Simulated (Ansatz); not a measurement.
Sheets of one type (M2XT2 MXene (fcc sites)-type), r²SCAN+D4 (plane waves, PAW; program Ansatz); HSE06 gaps on those cells.

```csv
layer,a (Å),thickness (Å)
W2H2NO2,2.782,7.86
Mo2H2NO2,2.799,7.71
Nb2H2NO2,2.931,7.60
Zr2H2NO2,3.280,6.95
Ta2H2NO2,2.895,7.71
Sc2H2NO2,[?],[?]
```

Task: Some entries are withheld; supply them.

Result: 
- Sc2H2NO2, a (Å): 3.193
- Sc2H2NO2, thickness (Å): 6.82

Began spin-polarised and lost the moments: W2H2NO2, M2XT2 MXene (fcc sites)-type layer; Mo2H2NO2, M2XT2 MXene (fcc sites)-type layer; Nb2H2NO2, M2XT2 MXene (fcc sites)-type layer; Zr2H2NO2, M2XT2 MXene (fcc sites)-type layer; Ta2H2NO2, M2XT2 MXene (fcc sites)-type layer; Sc2H2NO2, M2XT2 MXene (fcc sites)-type layer. All cells were relaxed under the symmetry of their starts (and spin orders); stability against distortions was not tested throughout. No Hubbard U is applied. Scalar-relativistic: spin–orbit coupling is off unless named, which matters more the heavier the elements. Constructed layers (a layer type filled with these elements): W2H2NO2, M2XT2 MXene (fcc sites)-type layer; Mo2H2NO2, M2XT2 MXene (fcc sites)-type layer; Nb2H2NO2, M2XT2 MXene (fcc sites)-type layer; Zr2H2NO2, M2XT2 MXene (fcc sites)-type layer; Ta2H2NO2, M2XT2 MXene (fcc sites)-type layer; Sc2H2NO2, M2XT2 MXene (fcc sites)-type layer.

Potentials: the later of the program's two PAW sets.
